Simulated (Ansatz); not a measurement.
Al: input, output and frames of a trajectory

Level of theory: Ansatz, DFT PBEsol, scalar-relativistic, plane waves, PAW. The runs took a 420 eV cutoff, a shifted (0.5, 0.5, 0.5 steps) 4×4×4 mesh and Fermi–Dirac smearing (0.05 eV). The mesh is coarse. No spin polarisation.

16 atoms, starting at 1.00 times the perfect crystal's volume (space group Fm-3m, the cell as given, not relaxed at this level); Nosé–Hoover thermostat at 200 K, fixed cell; 34 steps of 3 fs. The run is short and not equilibrated.

The run converged.

Command:
```bash
ansatz run input.yaml --threads 4 --pin off --max-ram 5120MiB --backend cpu --events-out ev --progress --plain --runs-dir out
```

Input:
```yaml
crystal:
  lattice:
    - [-4.04796, -4.04796, 4.04796]
    - [4.04796, -4.04796, -4.04796]
    - [4.04796, 4.04796, 4.04796]
  atoms:
    - { symbol: Al, position: [0.25, 0.75, 0.0] }
    - { symbol: Al, position: [0.0, 0.75, 0.25] }
    - { symbol: Al, position: [0.5, 0.5, 0.0] }
    - { symbol: Al, position: [0.25, 0.5, 0.25] }
    - { symbol: Al, position: [0.0, 0.5, 0.5] }
    - { symbol: Al, position: [0.75, 0.75, 0.5] }
    - { symbol: Al, position: [0.5, 0.75, 0.75] }
    - { symbol: Al, position: [0.0, 0.0, 0.0] }
    - { symbol: Al, position: [0.75, 0.25, 0.0] }
    - { symbol: Al, position: [0.5, 0.25, 0.25] }
    - { symbol: Al, position: [0.25, 0.25, 0.5] }
    - { symbol: Al, position: [0.0, 0.25, 0.75] }
    - { symbol: Al, position: [0.75, 0.5, 0.75] }
    - { symbol: Al, position: [0.75, 0.0, 0.25] }
    - { symbol: Al, position: [0.5, 0.0, 0.5] }
    - { symbol: Al, position: [0.25, 0.0, 0.75] }
basis:
  ecutwfc: 420
kpoints:
  mp_grid: { grid: [4, 4, 4], shift: [0.5, 0.5, 0.5] }
hamiltonian:
  xc: pbesol
scf:
  occupations: { method: fermi_dirac, width: 0.05 }
  lower_state_search: "off"
  convergence: { dr2_threshold: 1.0e-07 }
output:
  forces: true
  stress: true
md:
  timestep: 3.0
  n_steps: 34
  ensemble: nvt_nose_hoover
  temperature: 200.0
  initial_velocities: maxwell_boltzmann
  seed: 17739
```

Output (its end):
```
...
SCF converged after 5 iterations
Free energy (F): -8392.363304 eV
Harris-Foulkes:  -8392.363304 eV  (|F-HF|=2.86e-10)
Internal energy: -8392.300896 eV  (E = F + TS)
E sigma→0 (E₀):  -8392.332100 eV
Entropy (-TS):   -0.062408 eV (-3.900 meV/atom)
Fermi energy:    7.917205 eV
--- Per-component energies (eV) ---
  E_band       = 164.336495
  E_kinetic    = 364.893674
  E_local      = 151.615718  (includes V_loc(G=0)·N_el)
  E_nonlocal   = 165.830774
  E_hartree    = 2.830751
  E_xc         = -629.951863
  E_vxc        = -465.893734  (∫ρ·V_xc dr)
  E_paw        = -7275.288136  (= ΣΔE_a)
  E_vpaw       = -57.771394  (= ΣTr[D̂ρ^β])
  E_aug_tail   = -0.000039  (compensation charges beyond the density's cutoff)
  E_ewald      = -1172.538000
  E_core_change = 0.306224  (= ΣΔE_core)
  E_smearing   = -0.062408  (= −TS)
  E_closure    = 0.000000  (closes the sum)
  Σ components = -8392.363304   (vs F -8392.363304, Δ=0.00e0)
--- Forces (eV/Å), atoms counted from 1 ---
  atom   1  Al     0.15516953    -0.24502260    -0.18008759
  atom   2  Al     0.07909921    -0.30923049    -0.34136047
  atom   3  Al    -0.00996783    -0.26603136    -0.28740134
  atom   4  Al     0.04022682    -0.12340895    -0.17438636
  atom   5  Al     0.16402227     0.10848900     0.15356858
  atom   6  Al    -0.34191585    -0.38134807     0.13966138
  atom   7  Al     0.39186934     0.06485300     0.21921780
  atom   8  Al    -0.17971640     0.18662645     0.17262008
  atom   9  Al    -0.42822778     0.06228275    -0.00236308
  atom  10  Al     0.01267780     0.35117160     0.17492384
  atom  11  Al     0.06265822     0.14373996     0.22544031
  atom  12  Al    -0.21438436     0.08378533    -0.08083400
  atom  13  Al     0.23051624    -0.03411403    -0.03258614
  atom  14  Al    -0.02583709     0.19890569     0.02045133
  atom  15  Al     0.00953428    -0.10783034    -0.04393340
  atom  16  Al     0.05427598     0.26713365     0.03706772
  max |Σ_I F_I| component: 1.62e-6 eV/Å
--- Stress (GPa, compression-positive) ---
       -1.480568      -0.011841       0.054121
       -0.011841      -1.358131       0.122080
        0.054121       0.122080      -1.461312
  P = ⅓ Tr σ = -1.4333 GPa (-14.333 kbar)
--- MD trajectory: 34 steps, t = 0.0 → 102.0 fs ---
  final state: T = 157.4 K   F+E_penalty+E_count = -8392.36330422 eV   E_kin = 0.305180 eV
  conserved energy: peak-to-peak 1.201e-3 eV (7.504e-5 eV/atom) over 102.0 fs
```

Frames along the run (Å, eV/Å; dE is the potential energy from the first frame):

```xyz
16
Lattice="-4.048 -4.048 4.048 4.048 -4.048 -4.048 4.048 4.048 4.048" Properties=species:S:1:pos:R:3:forces:R:3 pbc="T T T" time_fs=0.00 dE_eV=0.0000 T_K=200
Al    2.024   -4.048   -2.024    0.000    0.000    0.000
Al    4.048   -2.024   -2.024    0.000    0.000    0.000
Al    0.000   -4.048    0.000    0.000    0.000    0.000
Al    2.024   -2.024    0.000    0.000    0.000    0.000
Al    4.048    0.000    0.000    0.000    0.000    0.000
Al    2.024   -4.048    2.024    0.000    0.000    0.000
Al    4.048   -2.024    2.024    0.000    0.000    0.000
Al    0.000    0.000    0.000    0.000    0.000    0.000
Al   -2.024   -4.048    2.024    0.000    0.000    0.000
Al    0.000   -2.024    2.024    0.000    0.000    0.000
Al    2.024    0.000    2.024    0.000    0.000    0.000
Al    4.048    2.024    2.024    0.000    0.000    0.000
Al    2.024   -2.024    4.048    0.000    0.000    0.000
Al   -2.024   -2.024    4.048    0.000    0.000    0.000
Al    0.000    0.000    4.048    0.000    0.000    0.000
Al    2.024    2.024    4.048    0.000    0.000    0.000
16
Lattice="-4.048 -4.048 4.048 4.048 -4.048 -4.048 4.048 4.048 4.048" Properties=species:S:1:pos:R:3:forces:R:3 pbc="T T T" time_fs=9.00 dE_eV=0.0469 T_K=176
Al    2.027   -4.053   -2.020    0.017   -0.038   -0.014
Al    4.051   -2.042   -2.038   -0.061    0.165    0.057
Al    0.008   -4.058   -0.018   -0.056   -0.018    0.132
Al    2.026   -2.028   -0.015    0.031    0.109    0.096
Al    4.089    0.025   -0.014   -0.190   -0.162    0.058
Al    2.001   -4.044    2.019    0.148   -0.027   -0.052
Al    4.101   -2.026    2.026   -0.250    0.095   -0.073
Al   -0.027    0.042    0.025    0.044   -0.231   -0.055
Al   -2.103   -4.036    2.039    0.320   -0.136   -0.075
Al   -0.016   -2.023    2.030    0.000    0.031   -0.082
Al    2.034   -0.007    2.053    0.006   -0.094   -0.150
Al    4.040    2.000    2.025    0.005    0.142   -0.024
Al    2.038   -2.024    4.051   -0.021    0.092    0.015
Al   -2.016   -2.054    4.070    0.040    0.135   -0.015
Al   -0.001    0.009    4.032   -0.052   -0.081    0.083
Al    2.035    2.032    4.024    0.018    0.017    0.098
16
Lattice="-4.048 -4.048 4.048 4.048 -4.048 -4.048 4.048 4.048 4.048" Properties=species:S:1:pos:R:3:forces:R:3 pbc="T T T" time_fs=15.00 dE_eV=0.1183 T_K=140
Al    2.029   -4.057   -2.017    0.019   -0.042   -0.015
Al    4.052   -2.052   -2.047   -0.082    0.258    0.111
Al    0.013   -4.065   -0.028   -0.070   -0.014    0.201
Al    2.028   -2.029   -0.024    0.037    0.156    0.143
Al    4.114    0.039   -0.023   -0.293   -0.249    0.093
Al    1.988   -4.042    2.014    0.228   -0.031   -0.082
Al    4.133   -2.025    2.027   -0.409    0.163   -0.111
Al   -0.044    0.067    0.041    0.087   -0.368   -0.105
Al   -2.151   -4.030    2.048    0.509   -0.230   -0.108
Al   -0.027   -2.022    2.033    0.010    0.038   -0.126
Al    2.042   -0.013    2.071   -0.006   -0.136   -0.234
Al    4.034    1.986    2.025    0.026    0.210   -0.034
Al    2.047   -2.023    4.054   -0.052    0.143    0.020
Al   -2.010   -2.072    4.084    0.053    0.200   -0.036
Al   -0.003    0.013    4.022   -0.074   -0.113    0.127
Al    2.043    2.038    4.009    0.015    0.015    0.156
16
Lattice="-4.048 -4.048 4.048 4.048 -4.048 -4.048 4.048 4.048 4.048" Properties=species:S:1:pos:R:3:forces:R:3 pbc="T T T" time_fs=24.00 dE_eV=0.2396 T_K=78
Al    2.033   -4.063   -2.014    0.001   -0.012   -0.005
Al    4.052   -2.061   -2.057   -0.082    0.351    0.200
Al    0.018   -4.076   -0.039   -0.064    0.020    0.268
Al    2.032   -2.026   -0.034    0.027    0.185    0.186
Al    4.143    0.054   -0.034   -0.399   -0.328    0.129
Al    1.974   -4.040    2.006    0.309   -0.014   -0.104
Al    4.170   -2.021    2.025   -0.597    0.235   -0.140
Al   -0.067    0.095    0.062    0.170   -0.517   -0.197
Al   -2.210   -4.026    2.058    0.729   -0.336   -0.133
Al   -0.042   -2.020    2.034    0.045    0.019   -0.163
Al    2.052   -0.025    2.091   -0.043   -0.154   -0.326
Al    4.027    1.970    2.024    0.075    0.262   -0.035
Al    2.059   -2.018    4.058   -0.119    0.181    0.017
Al   -2.000   -2.094    4.105    0.040    0.249   -0.087
Al   -0.007    0.017    4.011   -0.078   -0.127    0.172
Al    2.055    2.047    3.991   -0.014   -0.014    0.219
16
Lattice="-4.048 -4.048 4.048 4.048 -4.048 -4.048 4.048 4.048 4.048" Properties=species:S:1:pos:R:3:forces:R:3 pbc="T T T" time_fs=30.00 dE_eV=0.3011 T_K=47
Al    2.036   -4.068   -2.011   -0.021    0.027    0.008
Al    4.050   -2.061   -2.060   -0.068    0.373    0.247
Al    0.020   -4.083   -0.041   -0.051    0.057    0.285
Al    2.035   -2.021   -0.037    0.011    0.175    0.198
Al    4.157    0.058   -0.039   -0.431   -0.341    0.139
Al    1.969   -4.039    1.999    0.334    0.008   -0.096
Al    4.186   -2.014    2.021   -0.663    0.236   -0.139
Al   -0.080    0.106    0.073    0.227   -0.561   -0.255
Al   -2.238   -4.029    2.063    0.816   -0.353   -0.136
Al   -0.052   -2.018    2.033    0.076   -0.010   -0.165
Al    2.058   -0.035    2.099   -0.075   -0.131   -0.360
Al    4.023    1.964    2.023    0.110    0.262   -0.026
Al    2.065   -2.012    4.061   -0.166    0.170    0.010
Al   -1.993   -2.105    4.117    0.010    0.254   -0.132
Al   -0.012    0.018    4.006   -0.064   -0.118    0.184
Al    2.063    2.053    3.983   -0.045   -0.049    0.239
16
Lattice="-4.048 -4.048 4.048 4.048 -4.048 -4.048 4.048 4.048 4.048" Properties=species:S:1:pos:R:3:forces:R:3 pbc="T T T" time_fs=39.00 dE_eV=0.3349 T_K=30
Al    2.039   -4.074   -2.008   -0.060    0.102    0.028
Al    4.046   -2.052   -2.059   -0.034    0.328    0.273
Al    0.023   -4.092   -0.039   -0.030    0.126    0.266
Al    2.040   -2.010   -0.038   -0.022    0.119    0.193
Al    4.167    0.058   -0.044   -0.421   -0.301    0.127
Al    1.970   -4.037    1.985    0.329    0.048   -0.044
Al    4.194   -1.999    2.013   -0.651    0.140   -0.107
Al   -0.094    0.108    0.083    0.297   -0.520   -0.313
Al   -2.261   -4.042    2.068    0.841   -0.263   -0.127
Al   -0.065   -2.015    2.026    0.129   -0.070   -0.130
Al    2.066   -0.054    2.103   -0.123   -0.043   -0.363
Al    4.020    1.960    2.021    0.148    0.216    0.001
Al    2.070   -1.999    4.066   -0.220    0.090   -0.005
Al   -1.981   -2.115    4.133   -0.063    0.226   -0.207
Al   -0.019    0.016    4.003   -0.019   -0.080    0.174
Al    2.074    2.060    3.975   -0.102   -0.119    0.234
16
Lattice="-4.048 -4.048 4.048 4.048 -4.048 -4.048 4.048 4.048 4.048" Properties=species:S:1:pos:R:3:forces:R:3 pbc="T T T" time_fs=48.00 dE_eV=0.3074 T_K=46
Al    2.040   -4.078   -2.003   -0.095    0.176    0.040
Al    4.041   -2.034   -2.051    0.007    0.197    0.237
Al    0.025   -4.098   -0.028   -0.015    0.197    0.196
Al    2.044   -1.996   -0.033   -0.061    0.019    0.161
Al    4.166    0.048   -0.045   -0.351   -0.196    0.089
Al    1.981   -4.033    1.971    0.274    0.087    0.051
Al    4.183   -1.979    2.001   -0.519   -0.047   -0.042
Al   -0.100    0.096    0.084    0.332   -0.364   -0.320
Al   -2.260   -4.063    2.068    0.756   -0.056   -0.110
Al   -0.074   -2.015    2.016    0.179   -0.134   -0.058
Al    2.070   -0.074    2.097   -0.165    0.097   -0.311
Al    4.021    1.963    2.019    0.159    0.127    0.038
Al    2.069   -1.982    4.071   -0.238   -0.053   -0.025
Al   -1.972   -2.119    4.142   -0.147    0.170   -0.270
Al   -0.028    0.012    4.005    0.047   -0.021    0.134
Al    2.082    2.064    3.975   -0.162   -0.199    0.191
16
Lattice="-4.048 -4.048 4.048 4.048 -4.048 -4.048 4.048 4.048 4.048" Properties=species:S:1:pos:R:3:forces:R:3 pbc="T T T" time_fs=54.00 dE_eV=0.2737 T_K=65
Al    2.040   -4.077   -1.999   -0.108    0.211    0.039
Al    4.038   -2.018   -2.041    0.034    0.078    0.184
Al    0.025   -4.098   -0.018   -0.012    0.231    0.128
Al    2.046   -1.985   -0.027   -0.087   -0.062    0.126
Al    4.159    0.038   -0.044   -0.283   -0.103    0.059
Al    1.992   -4.029    1.961    0.215    0.103    0.124
Al    4.167   -1.966    1.992   -0.391   -0.182    0.015
Al   -0.098    0.082    0.080    0.331   -0.224   -0.298
Al   -2.247   -4.078    2.067    0.662    0.103   -0.097
Al   -0.078   -2.017    2.008    0.204   -0.166    0.004
Al    2.070   -0.087    2.087   -0.188    0.203   -0.248
Al    4.024    1.967    2.018    0.149    0.060    0.061
Al    2.065   -1.972    4.073   -0.226   -0.159   -0.044
Al   -1.967   -2.119    4.144   -0.196    0.129   -0.296
Al   -0.033    0.009    4.009    0.095    0.020    0.095
Al    2.084    2.064    3.977   -0.197   -0.243    0.149
16
Lattice="-4.048 -4.048 4.048 4.048 -4.048 -4.048 4.048 4.048 4.048" Properties=species:S:1:pos:R:3:forces:R:3 pbc="T T T" time_fs=63.00 dE_eV=0.2236 T_K=95
Al    2.037   -4.072   -1.993   -0.105    0.220    0.019
Al    4.034   -1.993   -2.022    0.073   -0.105    0.083
Al    0.026   -4.094    0.001   -0.017    0.242    0.014
Al    2.046   -1.971   -0.015   -0.123   -0.180    0.051
Al    4.141    0.021   -0.041   -0.169    0.040    0.022
Al    2.015   -4.021    1.950    0.107    0.101    0.226
Al    4.133   -1.951    1.979   -0.179   -0.337    0.109
Al   -0.088    0.055    0.066    0.290   -0.023   -0.237
Al   -2.211   -4.098    2.062    0.491    0.301   -0.076
Al   -0.078   -2.024    1.996    0.219   -0.177    0.095
Al    2.066   -0.101    2.067   -0.210    0.346   -0.125
Al    4.033    1.974    2.018    0.108   -0.023    0.085
Al    2.052   -1.960    4.077   -0.175   -0.289   -0.080
Al   -1.966   -2.116    4.141   -0.239    0.084   -0.299
Al   -0.038    0.004    4.017    0.156    0.071    0.028
Al    2.084    2.058    3.985   -0.230   -0.270    0.085
16
Lattice="-4.048 -4.048 4.048 4.048 -4.048 -4.048 4.048 4.048 4.048" Properties=species:S:1:pos:R:3:forces:R:3 pbc="T T T" time_fs=72.00 dE_eV=0.1823 T_K=124
Al    2.030   -4.059   -1.986   -0.073    0.169   -0.020
Al    4.031   -1.969   -2.000    0.107   -0.256   -0.026
Al    0.027   -4.082    0.021   -0.025    0.192   -0.092
Al    2.043   -1.961   -0.001   -0.144   -0.264   -0.040
Al    4.118    0.004   -0.038   -0.059    0.154    0.009
Al    2.042   -4.009    1.946   -0.011    0.055    0.294
Al    4.093   -1.945    1.969    0.018   -0.399    0.195
Al   -0.069    0.026    0.045    0.210    0.116   -0.159
Al   -2.159   -4.110    2.056    0.302    0.403   -0.051
Al   -0.072   -2.036    1.986    0.205   -0.130    0.168
Al    2.056   -0.105    2.042   -0.209    0.433    0.009
Al    4.045    1.981    2.020    0.046   -0.059    0.090
Al    2.035   -1.957    4.078   -0.092   -0.348   -0.119
Al   -1.971   -2.110    4.128   -0.240    0.072   -0.262
Al   -0.039    0.002    4.026    0.192    0.094   -0.033
Al    2.077    2.043    3.995   -0.228   -0.233    0.035
16
Lattice="-4.048 -4.048 4.048 4.048 -4.048 -4.048 4.048 4.048 4.048" Properties=species:S:1:pos:R:3:forces:R:3 pbc="T T T" time_fs=78.00 dE_eV=0.1601 T_K=142
Al    2.025   -4.048   -1.981   -0.037    0.107   -0.052
Al    4.031   -1.957   -1.985    0.126   -0.329   -0.098
Al    0.027   -4.071    0.033   -0.026    0.126   -0.153
Al    2.039   -1.959    0.008   -0.146   -0.291   -0.101
Al    4.101   -0.005   -0.035    0.007    0.200    0.017
Al    2.061   -4.000    1.947   -0.089   -0.001    0.313
Al    4.066   -1.948    1.965    0.133   -0.383    0.241
Al   -0.053    0.007    0.028    0.141    0.169   -0.101
Al   -2.119   -4.112    2.050    0.164    0.413   -0.034
Al   -0.064   -2.046    1.982    0.180   -0.065    0.202
Al    2.045   -0.101    2.025   -0.191    0.448    0.092
Al    4.054    1.985    2.024   -0.002   -0.054    0.082
Al    2.021   -1.960    4.076   -0.027   -0.342   -0.138
Al   -1.978   -2.105    4.115   -0.221    0.082   -0.221
Al   -0.036    0.002    4.031    0.196    0.090   -0.063
Al    2.068    2.029    4.003   -0.206   -0.171    0.015
16
Lattice="-4.048 -4.048 4.048 4.048 -4.048 -4.048 4.048 4.048 4.048" Properties=species:S:1:pos:R:3:forces:R:3 pbc="T T T" time_fs=87.00 dE_eV=0.1406 T_K=162
Al    2.015   -4.028   -1.975    0.033   -0.018   -0.101
Al    4.035   -1.946   -1.965    0.141   -0.388   -0.204
Al    0.026   -4.050    0.048   -0.019   -0.015   -0.228
Al    2.029   -1.963    0.020   -0.116   -0.278   -0.174
Al    4.076   -0.014   -0.031    0.092    0.217    0.055
Al    2.087   -3.987    1.957   -0.201   -0.126    0.295
Al    4.027   -1.961    1.965    0.273   -0.272    0.279
Al   -0.024   -0.016    0.000    0.020    0.203   -0.005
Al   -2.053   -4.105    2.041   -0.064    0.347   -0.014
Al   -0.048   -2.063    1.981    0.125    0.079    0.226
Al    2.024   -0.084    2.001   -0.131    0.398    0.185
Al    4.068    1.990    2.031   -0.083   -0.012    0.044
Al    1.999   -1.973    4.071    0.075   -0.273   -0.138
Al   -1.995   -2.094    4.090   -0.169    0.123   -0.142
Al   -0.028    0.004    4.038    0.163    0.047   -0.087
Al    2.050    2.004    4.016   -0.139   -0.031    0.009
16
Lattice="-4.048 -4.048 4.048 4.048 -4.048 -4.048 4.048 4.048 4.048" Properties=species:S:1:pos:R:3:forces:R:3 pbc="T T T" time_fs=93.00 dE_eV=0.1435 T_K=167
Al    2.009   -4.015   -1.972    0.084   -0.113   -0.134
Al    4.039   -1.945   -1.954    0.132   -0.385   -0.269
Al    0.026   -4.037    0.055   -0.012   -0.122   -0.263
Al    2.020   -1.970    0.025   -0.069   -0.232   -0.195
Al    4.059   -0.017   -0.027    0.133    0.191    0.094
Al    2.102   -3.980    1.968   -0.267   -0.229    0.250
Al    4.004   -1.974    1.970    0.341   -0.149    0.275
Al   -0.004   -0.029   -0.020   -0.065    0.204    0.066
Al   -2.008   -4.095    2.034   -0.219    0.253   -0.008
Al   -0.035   -2.074    1.984    0.081    0.193    0.220
Al    2.007   -0.066    1.987   -0.066    0.317    0.219
Al    4.076    1.993    2.036   -0.139    0.028    0.002
Al    1.985   -1.986    4.065    0.142   -0.190   -0.112
Al   -2.010   -2.086    4.070   -0.119    0.158   -0.080
Al   -0.019    0.006    4.042    0.114   -0.007   -0.082
Al    2.035    1.986    4.024   -0.071    0.085    0.016
16
Lattice="-4.048 -4.048 4.048 4.048 -4.048 -4.048 4.048 4.048 4.048" Properties=species:S:1:pos:R:3:forces:R:3 pbc="T T T" time_fs=102.00 dE_eV=0.1787 T_K=157
Al    2.002   -3.997   -1.972    0.155   -0.245   -0.180
Al    4.050   -1.952   -1.944    0.079   -0.309   -0.341
Al    0.024   -4.019    0.059   -0.010   -0.266   -0.287
Al    2.005   -1.986    0.028    0.040   -0.123   -0.174
Al    4.038   -0.017   -0.019    0.164    0.108    0.154
Al    2.117   -3.974    1.992   -0.342   -0.381    0.140
Al    3.978   -1.998    1.983    0.392    0.065    0.219
Al    0.026   -0.044   -0.049   -0.180    0.187    0.173
Al   -1.946   -4.073    2.024   -0.428    0.062   -0.002
Al   -0.014   -2.086    1.994    0.013    0.351    0.175
Al    1.981   -0.031    1.972    0.063    0.144    0.225
Al    4.086    1.999    2.044   -0.214    0.084   -0.081
Al    1.967   -2.011    4.054    0.231   -0.034   -0.033
Al   -2.034   -2.068    4.038   -0.026    0.199    0.020
Al   -0.003    0.009    4.045    0.010   -0.108   -0.044
Al    2.010    1.961    4.038    0.054    0.267    0.037
```